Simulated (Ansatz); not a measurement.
TiAl₃ in space group I4/mmm (No. 139; Al on 2b, Al on 4d, Ti on 2a) under volume change, DFT-r²SCAN in the program Ansatz with PAW potentials, shape and atoms relaxed at each volume.

```csv
V (Å³/atom),E − E(relaxed) (meV/atom),P (GPa)
14.240,53.3,13.11
14.709,[?],[?]
15.179,5.3,3.73
15.648,0.0,0.00
16.118,4.8,-3.21
16.587,[?],[?]
17.057,39.4,-8.34
```

Question: What belongs in the gaps?

Answer: 
- 16.587, E − E(relaxed) (meV/atom): 18.4
- 16.587, P (GPa): -5.97
- 14.709, E − E(relaxed) (meV/atom): 22.4
- 14.709, P (GPa): 8.06

Question: What does a third-order Birch–Murnaghan fit give for V₀, B₀ and B′?

Answer: V₀ = 15.65 Å³/atom, B₀ = 115 GPa, B′ = 4.0.

The r²SCAN relaxation kept the symmetry of its start; of distortions, only those at the zone centre were tested. The run is not spin-polarised.

Potentials: the later of the program's two PAW sets.
